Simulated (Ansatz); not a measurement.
Data:

CuI:
```
CuI
1.0
    3.53955     0.00000     0.00000
    0.00000     3.53955     0.00000
    0.00000     0.00000     3.53955
Cu I
1 1
Direct
  0.00000   0.00000   0.00000
  0.50000   0.50000   0.50000
```

This is the PBEsol-relaxed structure.

**Question.** All from PBEsol (plane waves, PAW; program Ansatz), unless another level is named. Predict the electronic character.

**Answer.** metallic (no gap).

**Question.** And the density of states at the Fermi level?

**Answer.** 0.79 states/eV per atom (mean over ±0.08 eV).

**Question.** And the formation energy from the elements (no fitted shifts)?

**Answer.** 0.60 eV/atom.

**Question.** Next, the gap with spin–orbit coupling?

**Answer.** none (metallic).

Space group Pm-3m (CsCl type). The start of the workflow was typed in or built on a structure type; neither database checked (COD, Materials Project) lists it. It is not the phase usual at ambient conditions (space group No. 216). Symmetry was held in the PBEsol relaxation. At this level the phase is dynamically unstable (imaginary phonons). The workflow began spin-polarised and lost its moments. Its formation energy is positive at this level, so the cell may be metastable or incomplete. The references are the lowest solids computed at this level, not always the standard phases. Spin–orbit coupling is left out wherever it is not named.

Potentials: the later of the program's two PAW sets.
